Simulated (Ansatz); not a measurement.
Vibrational response of IrRh$_{2}$

All numbers below come from Ansatz 0.2.0, DFT PBE, scalar-relativistic, plane waves, PAW. Plane waves to 420 eV; Γ-centred k mesh 18×18×4; Fermi-Dirac smearing of 0.15 eV. No spin polarisation. Phonons by linear response, acoustic sum rule imposed.

Relaxed structure:
```xyz
6
Lattice="2.7359 0.0000 0.0000 -1.3679 2.3693 0.0000 0.0000 0.0000 13.2317" Properties=species:S:1:pos:R:3 pbc="T T T"
Ir    1.3679    0.7898    4.4031
Ir    1.3679    0.7898    8.8286
Rh    1.3679    0.7898    0.0000
Rh    0.0000    1.5796   11.0265
Rh    0.0000    1.5796    2.2052
Rh    0.0000    1.5796    6.6158
```

It was reached by relaxing an invented guess, and it needn't be the stable form of this composition. In a metal, frequencies depend on the k mesh and the smearing, soft modes most. Spin–orbit coupling is left out, which matters for heavy elements.

**Question.** Is this structure stable against zone-centre distortions?

**Answer.** Yes, at Γ: no optical mode is imaginary. Strains and other wave vectors aren't tested by this run.

**Question.** List the optical modes at Γ (i marks imaginary ones).

**Answer.**
| frequency (meV) | degeneracy |
| --- | --- |
| 7.1 | 2 |
| 8.5 | 2 |
| 14.3 | 1 |
| 14.9 | 2 |
| 15.2 | 2 |
| 16.9 | 1 |
| 16.9 | 2 |
| 25.3 | 1 |
| 26.0 | 1 |
| 28.0 | 1 |
